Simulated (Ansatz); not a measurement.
Si, DFT, LDA, PAW with Ansatz's default frozen-core files, scalar-relativistic (Ansatz 0.2.0), run on 1 thread of Arm Neoverse V2 on a shared host.

The cell comes from COD entry 9011656, which wasn't checked; take it as a given geometry. The listed cell was then made from it by scaling, straining or moving an atom.

Command: `ansatz run input.yaml --threads 1 --pin off --max-ram 3072MiB --backend cpu --events-out ev --progress --plain --runs-dir out`

```yaml
crystal:
  lattice:
    - [-2.2951484633, 2.4149529699, 1.3000063486]
    - [2.2951484633, -2.4149529699, 1.3000063486]
    - [2.2951484633, 2.4149529699, -1.3000063486]
  atoms:
    - { symbol: Si, position: [0.807, 0.557, 0.25] }
    - { symbol: Si, position: [0.193, 0.443, 0.75] }
kpoints:
  mp_grid: { grid: [16, 16, 16] }
scf:
  occupations: { method: fermi_dirac, width: 0.05 }
hamiltonian:
  xc: lda
  pseudopotentials: { kind: paw }
output:
  forces: true
  stress: true
  eigenvalues: true
  efg: { contact_densities: true }
  write_density: true
  write_potential: true
  elf: true
  volumetric_format: npy
```

Problem. How large is the problem that the program sets up?

Solution. 621 irreducible k-points, 551 plane waves at Γ, 8 bands.

Problem. Estimate the wall time and the peak memory.

Solution. 11 s of wall time for 6 SCF iterations, with a peak of 0.42 GiB. Times on shared machines scatter by tens of per cent.

Problem. And the same cell and mesh by crystal-made all-electron datasets, asked for forces, stress, eigenvalues, efg, on the same hardware?

Solution. 14 s, peak memory 0.46 GiB.
